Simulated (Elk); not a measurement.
**CaO (Fm-3m), ground state: input and output**

Computed with LDA, all-electron APW+lo in Elk 11.2.3 with local patches, scalar-relativistic; not a measurement.

The species files are Elk's own with the sphere radii set to Ca 2.39, O 1.79 bohr, and with local orbitals added for empty shells (Ca d).

Launched as:

```sh
OMP_NUM_THREADS=1 elk
```

Input file:

```
tasks
  0

xctype
  3

rgkmax
  7.5

gmaxvr
  14.0

lmaxapw
  9

lmaxo
  7

lmaxi
  2

nrmtscf
  1.5

lradstp
  4

nempty
  5

epspot
  1e-06

epsengy
  0.0001

maxscl
  60

swidth
  0.001

ecutwfc
  40.0

sppath
  './'

avec
  0.00000000000 4.54762591891 4.54762591891
  4.54762591891 0.00000000000 4.54762591891
  4.54762591891 4.54762591891 0.00000000000

atoms
  2
  'Ca.in'
  1
  0.000000000000 0.000000000000 0.000000000000   0.000 0.000 0.000
  'O.in'
  1
  0.500000000000 0.500000000000 0.500000000000   0.000 0.000 0.000

ngridk
  10 10 10
```

Something in this input is wrong on purpose. What is it, and how does the run end?

Kind of fault: unknown block. The program refused the input.

The program printed:

```
| Elk code version 11.2.3 started |

Error(readinput): invalid block name : ecutwfc
```
